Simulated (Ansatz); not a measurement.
Simulated powder pattern, neutron, λ = 1.5401 Å (kinematic, ideal powder, no thermal factors, coherent scattering alone; the 30 strongest lines at most, above 1 %, up to 2θ = 90°):

```csv
2θ (°),I/Imax (%)
37.68,17
39.70,50
42.80,100
44.62,34
55.89,7.1
57.40,15
64.94,4.7
66.66,14
67.18,6.6
70.72,32
74.18,34
75.49,6.1
80.47,34
83.80,27
84.28,42
85.55,2.0
88.85,35
```

The pattern belongs to a structure relaxed with PBEsol in the plane-wave PAW code Ansatz.

Which of these materials gives this?
A. Bi, A7 (α-As type)
B. Tl, hcp (Mg type)
C. Y, hcp (Mg type)
D. VO2, rutile

D, VO2, rutile

Give the lattice parameters.

a = 4.536 Å, c = 2.803 Å.

Space group P4_2/mnm (rutile). This is a known high-temperature phase of the composition, computed here at zero pressure and temperature. The PBEsol relaxation kept the symmetry of its start; whether a distortion lowers the energy is not shown. The final state is ferromagnetic, chosen from 2 collinear starts compared on coarse meshes (ties went to the first, and starts can fall back to one state), not a proven ground state. No Hubbard U is applied.

Potentials: the later of the program's two PAW sets.
